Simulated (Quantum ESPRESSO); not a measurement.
## Calculated data, Zr$_{2}$NbAl$_{3}$PdRh, Ta$_{2}$AlGa$_{2}$Ru$_{3}$

All values are calculated (Quantum ESPRESSO 7.5). Calculation on a made-up metal alloy cell, not a measurement, the site pattern found by running every listed pattern: no spin or spin-orbit, unrelaxed, 2900 K smearing, stress positive in tension, cell energy less fitted offsets; periodic Kohn-Sham density functional theory in plane waves with PseudoDojo standard norm-conserving scalar-relativistic pseudopotentials, each functional with its own files (v0.5 for PBE, v0.4.1 for LDA and PBEsol), eight atoms on drawn sites of a strained close-packed or body-centred lattice, each displaced and held fixed; the energy is the cell's free energy, ions and the entropy term -TS included, at the stated Fermi-Dirac width, less a fixed offset for each atom's element (shifted free energy); compositions with an open d shell lost a parallel starting moment in a cheaper test run, and other magnetic orders were not tried; an error bar is the largest change of its kind in a tighter rerun, never given below 0.002 eV, 0.02 GPa or 0.003 eV/angstrom, and covers cutoff and k-mesh only, not smearing or the files.

Settings shared by all entries: functional pbe; fermi dirac smearing 0.25 eV; electrons removed 0.

Notes on all entries: a spin test at this wide smearing found no moment, but such smearing suppresses magnetism that the real alloy may have; lattice, volume and sites are drawn at random and may be unstable or far from any real phase; energies are for the whole cell, less offsets fitted to these runs, so they are not formation energies.

(1) Zr$_{2}$NbAl$_{3}$PdRh

| Item | Value |
| --- | --- |
| lattice type | hexagonal close-packed |
| cutoff | 1197 eV |
| computed entropy term negative ts | -1.364 eV |
| computed pressure | -8.46 GPa |
| computed stress xx | 4.92 GPa |
| computed stress yy | 5.75 GPa |
| computed stress zz | 14.7 GPa |
| computed stress yz | 0.18 GPa |
| computed stress xz | -0.05 GPa |
| computed stress xy | -0.12 GPa |
| k mesh | 8 x 5 x 3 shifted half a step off Gamma on each axis |
| computed shifted free energy | -0.537 eV |
| found pattern | 3 |

Cell:
| vector | x (Å) | y (Å) | z (Å) |
| --- | --- | --- | --- |
| a | 2.966 | -0.0071 | 0.0056 |
| b | -0.0122 | 5.1642 | 0.0262 |
| c | 0.0186 | 0.0499 | 9.9043 |

Atoms:
| atom site | atom x (Å) | atom y (Å) | atom z (Å) | pattern 1 element | pattern 2 element | pattern 3 element | pattern 4 element | pattern 5 element | pattern 6 element |
| --- | --- | --- | --- | --- | --- | --- | --- | --- | --- |
| 1 | -0.0051 | 0.005 | -0.0742 | Rh | Pd | Zr | Pd | Rh | Al |
| 2 | 0.0104 | 0.0316 | 4.9896 | Al | Nb | Al | Zr | Al | Nb |
| 3 | -0.0286 | 1.6979 | 2.5058 | Pd | Al | Pd | Nb | Nb | Al |
| 4 | 0.0183 | 1.755 | 7.3987 | Al | Al | Al | Al | Al | Zr |
| 5 | 1.5036 | 2.5435 | 0.0839 | Zr | Rh | Zr | Rh | Zr | Pd |
| 6 | 1.5414 | 2.5893 | 4.9404 | Zr | Zr | Nb | Zr | Pd | Al |
| 7 | 1.4519 | 4.3538 | 2.5545 | Nb | Zr | Rh | Al | Al | Zr |
| 8 | 1.4952 | 4.3405 | 7.4158 | Al | Al | Al | Al | Zr | Rh |

Offsets:
| element | energy per atom (eV) |
| --- | --- |
| Al | -63.26 |
| Nb | -1694.67 |
| Pd | -3687.45 |
| Rh | -3191.96 |
| Zr | -1377.61 |

Computed forces:
| site | x (eV/Å) | y (eV/Å) | z (eV/Å) |
| --- | --- | --- | --- |
| 1 | 0.08 | -0.462 | 0.756 |
| 2 | 0.075 | -0.214 | -0.805 |
| 3 | 0.07 | -0.006 | 0.2 |
| 4 | 0.046 | 0.219 | -0.418 |
| 5 | -0.108 | 0.515 | 0.526 |
| 6 | -0.165 | 0.513 | -0.179 |
| 7 | 0.004 | -0.269 | 0.163 |
| 8 | -0.002 | -0.295 | -0.245 |

Found structure:
```xyz
8
Lattice="2.9660 -0.0071 0.0056 -0.0122 5.1642 0.0262 0.0186 0.0499 9.9043" Properties=species:S:1:pos:R:3 Zr2NbAl3PdRh
Zr    -0.0051     0.0050    -0.0742
Al     0.0104     0.0316     4.9896
Pd    -0.0286     1.6979     2.5058
Al     0.0183     1.7550     7.3987
Zr     1.5036     2.5435     0.0839
Nb     1.5414     2.5893     4.9404
Rh     1.4519     4.3538     2.5545
Al     1.4952     4.3405     7.4158
```

Notes: error bars: energy 0.0038 eV, stress 0.038 GPa, force 0.0095 eV/Å, from a tighter rerun of this or a related cell; largest difference from nearest other candidate 225 error bars.

(2) Ta$_{2}$AlGa$_{2}$Ru$_{3}$

| Property | Result |
| --- | --- |
| lattice type | face-centred cubic |
| cutoff | 1143 eV |
| computed entropy term negative ts | -1.25 eV |
| computed pressure | 9.83 GPa |
| computed stress xx | -8.4 GPa |
| computed stress yy | -10.59 GPa |
| computed stress zz | -10.49 GPa |
| computed stress yz | 4 GPa |
| computed stress xz | 4.45 GPa |
| computed stress xy | 7.28 GPa |
| k mesh | 5 x 5 x 5 shifted half a step off Gamma on each axis |
| computed shifted free energy | -1.652 eV |
| found pattern | 2 |

Cell:
| vector | x (Å) | y (Å) | z (Å) |
| --- | --- | --- | --- |
| a | 2.041 | 3.9095 | 1.9229 |
| b | 0.0539 | 3.8923 | -3.8653 |
| c | -3.8774 | 3.8176 | -0.0209 |

Atoms:
| atom site | atom x (Å) | atom y (Å) | atom z (Å) | pattern 1 element | pattern 2 element | pattern 3 element | pattern 4 element | pattern 5 element | pattern 6 element |
| --- | --- | --- | --- | --- | --- | --- | --- | --- | --- |
| 1 | -0.0316 | 0.0067 | -0.0041 | Ta | Ru | Ga | Ta | Ru | Ru |
| 2 | -1.9293 | 1.8966 | -0.0103 | Ru | Ru | Ta | Ru | Ru | Ru |
| 3 | 0.0435 | 1.9281 | -1.9281 | Ga | Ru | Ru | Ga | Ga | Ga |
| 4 | -1.9532 | 3.8384 | -1.9479 | Al | Ta | Ta | Ru | Ta | Al |
| 5 | 0.0943 | 3.87 | -0.0048 | Ru | Ga | Ru | Ru | Al | Ga |
| 6 | -1.8634 | 5.7952 | -0.0444 | Ru | Al | Al | Ga | Ta | Ta |
| 7 | 0.1395 | 5.8016 | -1.922 | Ga | Ga | Ru | Al | Ru | Ru |
| 8 | -1.774 | 7.7435 | -1.9392 | Ta | Ta | Ga | Ta | Ga | Ta |

Offsets:
| element | energy per atom (eV) |
| --- | --- |
| Al | -63.26 |
| Ga | -2081.03 |
| Ru | -2750.51 |
| Ta | -1771.44 |

Computed forces:
| site | x (eV/Å) | y (eV/Å) | z (eV/Å) |
| --- | --- | --- | --- |
| 1 | 0.409 | 0.032 | 0.182 |
| 2 | 0.032 | 0.01 | -0.274 |
| 3 | -0.067 | 0.287 | 0.257 |
| 4 | 1.194 | 0.07 | 0.928 |
| 5 | 0.228 | 0.125 | 0.082 |
| 6 | -0.445 | 0.027 | 0.795 |
| 7 | 0.146 | -0.066 | -0.57 |
| 8 | -1.497 | -0.486 | -1.4 |

Found structure:
```xyz
8
Lattice="2.0410 3.9095 1.9229 0.0539 3.8923 -3.8653 -3.8774 3.8176 -0.0209" Properties=species:S:1:pos:R:3 Ta2AlGa2Ru3
Ru    -0.0316     0.0067    -0.0041
Ru    -1.9293     1.8966    -0.0103
Ru     0.0435     1.9281    -1.9281
Ta    -1.9532     3.8384    -1.9479
Ga     0.0943     3.8700    -0.0048
Al    -1.8634     5.7952    -0.0444
Ga     0.1395     5.8016    -1.9220
Ta    -1.7740     7.7435    -1.9392
```

Notes: heavy elements are run without spin-orbit coupling, which real alloys of them have; error bars: energy 0.0049 eV, stress 0.073 GPa, force 0.005 eV/Å, from a tighter rerun of this or a related cell; largest difference from nearest other candidate 235 error bars.
